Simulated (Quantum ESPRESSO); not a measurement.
# W6TaAl: input and log of a self-consistent run

A calculation, not a measurement. The program is pw.x of Quantum ESPRESSO 7.5 (plane-wave density functional theory). The cell is made up: eight metal atoms on a face-centred cubic lattice, with elements, volume, strain and displacements drawn at random and not relaxed, so it may be unstable or far from any real phase. PseudoDojo standard norm-conserving files set the functional (PBE unless stated); there is no spin polarisation or spin-orbit coupling, the Fermi-Dirac width of 0.25 eV means electrons at about 2900 K, and the masses in the input are unused placeholders. Heavy elements are run without spin-orbit coupling, which real alloys of them have. A spin test at this wide smearing found no moment, but such smearing suppresses magnetism that the real alloy may have.

Input:

```
&control calculation='scf', pseudo_dir='./dojo.nc.sr.pbe.v0_5.standard.upf', outdir='./o', disk_io='minimal', tprnfor=.true., tstress=.true. /
&system ibrav=0, nat=8, ntyp=3, nbnd=67, ecutwfc=74.01313486, nosym=.true., tot_charge=0,
 occupations='smearing', smearing='fd', degauss=0.0183746611
/
&electrons conv_thr=1.470e-08, electron_maxstep=70, mixing_beta=0.5 /
ATOMIC_SPECIES
Al 1.0 Al.upf
Ta 1.0 Ta.upf
W 1.0 W.upf
CELL_PARAMETERS angstrom
-0.035 4.0236 0.0577
-4.0633 -0.0227 -4.086
-3.9685 0.0926 3.9914
ATOMIC_POSITIONS angstrom
W -0.0323 -0.0001 0.0231
Ta -2.0152 0.09 1.9606
W -1.9882 0.0029 -2.0453
W -3.9669 -0.0108 -0.0439
Al -2.0684 1.9919 0.0515
W -4.0457 2.1054 2.0954
W -4.0416 1.9899 -2.0393
W -6.0564 1.9675 -0.0353
K_POINTS automatic
6 4 4 1 1 1
```

The log is shortened where brackets say so; the opening notice, blank lines, dates and the lines on written files are dropped, and the path of the files is cut. It prints rydbergs, bohrs and kilobars, and counts compression as positive stress. Its total energy is the free energy E - TS of the whole cell.

```
     Program PWSCF v.7.5
     Parallel version (MPI & OpenMP), running on       4 processor cores
     Number of MPI processes:                 4
     Threads/MPI process:                     1
     [start-up lines left out]
     bravais-lattice index     =            0
     lattice parameter (alat)  =       7.6046  a.u.
     unit-cell volume          =     880.4055 (a.u.)^3
     number of atoms/cell      =            8
     number of atomic types    =            3
     number of electrons       =       100.00
     number of Kohn-Sham states=           67
     kinetic-energy cutoff     =      74.0131  Ry
     charge density cutoff     =     296.0525  Ry
     scf convergence threshold =      1.5E-08
     mixing beta               =       0.5000
     number of iterations used =            8  plain     mixing
     Exchange-correlation= PBE
                           (   1   4   3   4   0   0   0)
     [axes and pseudopotential details left out]
   Cartesian axes
     site n.     atom                  positions (alat units)
         1        W      tau(   1) = (  -0.0080265  -0.0000248   0.0057403  )
         2        Ta     tau(   2) = (  -0.5007746   0.0223649   0.4872066  )
         3        W      tau(   3) = (  -0.4940651   0.0007206  -0.5082544  )
         4        W      tau(   4) = (  -0.9857695  -0.0026838  -0.0109091  )
         5        Al     tau(   5) = (  -0.5139947   0.4949846   0.0127977  )
         6        W      tau(   6) = (  -1.0053512   0.5231892   0.5207042  )
         7        W      tau(   7) = (  -1.0043323   0.4944876  -0.5067634  )
         8        W      tau(   8) = (  -1.5050075   0.4889212  -0.0087720  )
     number of k points=    48  Fermi-Dirac smearing, width (Ry)=  0.0184
                       cart. coord. in units 2pi/alat
        k(    1) = (  -0.1245448   0.0822576   0.0002875), wk =   0.0416667
        k(    2) = (  -0.2513124   0.0793468   0.1263670), wk =   0.0416667
     [further k points left out]
     Dense  grid:    75725 G-vectors     FFT dimensions: (  45,  60,  60)
     Estimated max dynamical RAM per process >     257.74 MB
     Estimated total dynamical RAM >     975.49 MB
     Initial potential from superposition of free atoms
     starting charge      99.9936, renormalised to     100.0000
     Starting wfcs are   74 randomized atomic wfcs
     total cpu time spent up to now is        3.0 secs
     per-process dynamical memory:   198.9 Mb
     Self-consistent Calculation
     iteration #  1     ecut=    74.01 Ry     beta= 0.50
     Davidson diagonalization with overlap
     ethr =  1.00E-02,  avg # of iterations =  2.3
     Threshold (ethr) on eigenvalues was too large:
     Diagonalizing with lowered threshold
     Davidson diagonalization with overlap
     ethr =  2.10E-04,  avg # of iterations =  5.2
     total cpu time spent up to now is       16.2 secs
     total energy              =   -1044.89800201 Ry
     estimated scf accuracy    <       0.27149729 Ry
     iteration #  2     ecut=    74.01 Ry     beta= 0.50
     Davidson diagonalization with overlap
     ethr =  2.71E-04,  avg # of iterations =  2.0
     total cpu time spent up to now is       21.8 secs
     total energy              =   -1044.84472366 Ry
     estimated scf accuracy    <       0.38347470 Ry
     iteration #  3     ecut=    74.01 Ry     beta= 0.50
     Davidson diagonalization with overlap
     ethr =  2.71E-04,  avg # of iterations =  2.0
     total cpu time spent up to now is       27.3 secs
     total energy              =   -1044.90263738 Ry
     estimated scf accuracy    <       0.34442467 Ry
     iteration #  4     ecut=    74.01 Ry     beta= 0.50
     Davidson diagonalization with overlap
     ethr =  2.71E-04,  avg # of iterations =  1.0
     total cpu time spent up to now is       32.1 secs
     total energy              =   -1044.92789908 Ry
     estimated scf accuracy    <       0.06341311 Ry
     iteration #  5     ecut=    74.01 Ry     beta= 0.50
     Davidson diagonalization with overlap
     ethr =  6.34E-05,  avg # of iterations =  1.0
     total cpu time spent up to now is       36.9 secs
     total energy              =   -1044.93522024 Ry
     estimated scf accuracy    <       0.00716404 Ry
     [iterations 6 to 10 left out]
     iteration # 11     ecut=    74.01 Ry     beta= 0.50
     Davidson diagonalization with overlap
     ethr =  7.71E-09,  avg # of iterations =  4.6
     total cpu time spent up to now is       71.0 secs
     total energy              =   -1044.93683938 Ry
     estimated scf accuracy    <       0.00001312 Ry
     iteration # 12     ecut=    74.01 Ry     beta= 0.50
     Davidson diagonalization with overlap
     ethr =  7.71E-09,  avg # of iterations =  1.9
     total cpu time spent up to now is       76.2 secs
     total energy              =   -1044.93684081 Ry
     estimated scf accuracy    <       0.00000026 Ry
     iteration # 13     ecut=    74.01 Ry     beta= 0.50
     Davidson diagonalization with overlap
     ethr =  2.61E-10,  avg # of iterations =  4.8
     total cpu time spent up to now is       82.8 secs
     total energy              =   -1044.93684087 Ry
     estimated scf accuracy    <       0.00000014 Ry
     iteration # 14     ecut=    74.01 Ry     beta= 0.50
     Davidson diagonalization with overlap
     ethr =  1.45E-10,  avg # of iterations =  1.9
     total cpu time spent up to now is       88.0 secs
     total energy              =   -1044.93684088 Ry
     estimated scf accuracy    <       0.00000003 Ry
     iteration # 15     ecut=    74.01 Ry     beta= 0.50
     Davidson diagonalization with overlap
     ethr =  3.21E-11,  avg # of iterations =  2.0
     total cpu time spent up to now is       93.2 secs
     End of self-consistent calculation
     [lines on levels left out]
!    total energy              =   -1044.93684088 Ry
     estimated scf accuracy    <          6.3E-09 Ry
     smearing contrib. (-TS)   =      -0.11155719 Ry
     internal energy E=F+TS    =   -1044.82528369 Ry
     The total energy is F=E-TS. E is the sum of the following terms:
     one-electron contribution =    -174.37617526 Ry
     hartree contribution      =     139.49365144 Ry
     xc contribution           =    -230.67298740 Ry
     ewald contribution        =    -779.26977247 Ry
     convergence has been achieved in  15 iterations
     Forces acting on atoms (cartesian axes, Ry/au):
     atom    1 type  3   force =    -0.00772382   -0.01536172    0.00181253
     atom    2 type  2   force =     0.00325815   -0.04230538    0.02357641
     atom    3 type  3   force =    -0.00222398   -0.02398487    0.01747928
     atom    4 type  3   force =    -0.01882961   -0.00228681   -0.01494994
     atom    5 type  1   force =     0.00136274    0.01971548   -0.01958563
     atom    6 type  3   force =    -0.00664692   -0.00155211   -0.02953540
     atom    7 type  3   force =     0.00719595    0.01833764    0.00624815
     atom    8 type  3   force =     0.02360748    0.04743777    0.01495461
     Total force =     0.096310     Total SCF correction =     0.000332
     Computing stress (Cartesian axis) and pressure
          total   stress  (Ry/bohr**3)                   (kbar)     P=       39.79
   0.00022697   0.00003564   0.00001877           33.39        5.24        2.76
   0.00003564   0.00034012  -0.00007452            5.24       50.03      -10.96
   0.00001877  -0.00007452   0.00024438            2.76      -10.96       35.95
     init_run     :      2.82s CPU      2.92s WALL (       1 calls)
     electrons    :     88.67s CPU     90.22s WALL (       1 calls)
     forces       :      1.29s CPU      1.30s WALL (       1 calls)
     stress       :      4.43s CPU      4.52s WALL (       1 calls)
     [timing details left out]
     PWSCF        :   1m37.28s CPU   1m39.04s WALL
     JOB DONE.
```

In other units: free energy -14217.090 eV for the cell, pressure 3.98 GPa, largest force component 1.220 eV/Å in size. The run took 101 s of wall time with four MPI processes on a shared machine (AMD EPYC, Zen 5, virtual cores), so the time is rough. A rerun of this cell at a higher cutoff and on a denser mesh moved values by no more than 0.011 eV in energy, 0.11 GPa in stress and 0.014 eV/Å in force, and a second program with other atomic files agreed on that cell to 2 % rms in force and 0.5 GPa in pressure.